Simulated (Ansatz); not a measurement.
**Guessed and relaxed cells of Ta4O**

Recipe of this trial structure of Ta4O: random cell by space group and Wyckoff sites (Im-3m, No. 229). The dimensions are guesses.

start.cif

```cif
data_structure
_symmetry_space_group_name_H-M 'Im-3m'
_symmetry_Int_Tables_number 229
_cell_length_a 5.6506
_cell_length_b 5.6506
_cell_length_c 5.6506
_cell_angle_alpha 90.000
_cell_angle_beta 90.000
_cell_angle_gamma 90.000
_cell_volume 180.41
loop_
_atom_site_label
_atom_site_type_symbol
_atom_site_symmetry_multiplicity
_atom_site_Wyckoff_symbol
_atom_site_fract_x
_atom_site_fract_y
_atom_site_fract_z
_atom_site_occupancy
Ta1 Ta 8 c 0.25000 0.25000 0.25000 1
O1 O 2 a 0.00000 0.00000 0.00000 1
```

These are results of Ansatz, DFT PBE, scalar-relativistic, plane waves, PAW, not measurements. Cutoff 420 eV, Gaussian smearing, Γ-centred meshes. Cell and atoms relax first on a coarse mesh and then on a finer one. In between, the cell is made exact in the group found at 0.06 Å. In metals the finer mesh still leaves noise of several meV/atom or more. The steps can't lower the symmetry of their start. No spin polarisation in the relaxation; trial moments died out in a coarse test.

end.cif

```cif
data_structure
_symmetry_space_group_name_H-M 'Im-3m'
_symmetry_Int_Tables_number 229
_cell_length_a 5.5448
_cell_length_b 5.5448
_cell_length_c 5.5448
_cell_angle_alpha 90.000
_cell_angle_beta 90.000
_cell_angle_gamma 90.000
_cell_volume 170.47
loop_
_atom_site_label
_atom_site_type_symbol
_atom_site_symmetry_multiplicity
_atom_site_Wyckoff_symbol
_atom_site_fract_x
_atom_site_fract_y
_atom_site_fract_z
_atom_site_occupancy
Ta1 Ta 8 c 0.25000 0.25000 0.25000 1
O1 O 2 a 0.00000 0.00000 0.00000 1
```

The symmetry stays Im-3m (No. 229). The volume per atom shrinks by 5.5 %, from 18.0 to 17.0 Å³. The shortest distance goes from 2.45 Å (Ta–O) to 2.40 Å (Ta–O).

```json
{
 "Volume per atom": "17.05 Å³",
 "Density": "14.41 g/cm³",
 "Energy over the elements": "+0.53 eV/atom",
 "Gap on the 10×10×10 mesh of the 5-atom cell": "0 eV (a metal)"
}
```

Formation energies are uncorrected and refer to the elements' standard structures at the same level (O₂ as a molecule). The separate elements lie lower, so it is unstable against them.

The last run used Gaussian smearing of 0.10 eV. These runs have no spin–orbit coupling, which can matter for Ta. Symmetry constrained the relaxation, so the result can be a saddle point. In all, the 3 runs took 41 s on 1 thread of Arm Neoverse V2 (shared host). Another cell of Ta4O relaxed alike, in Pm-3m, lies 1.07 eV/atom lower, so this cell isn't the stable form at this level.
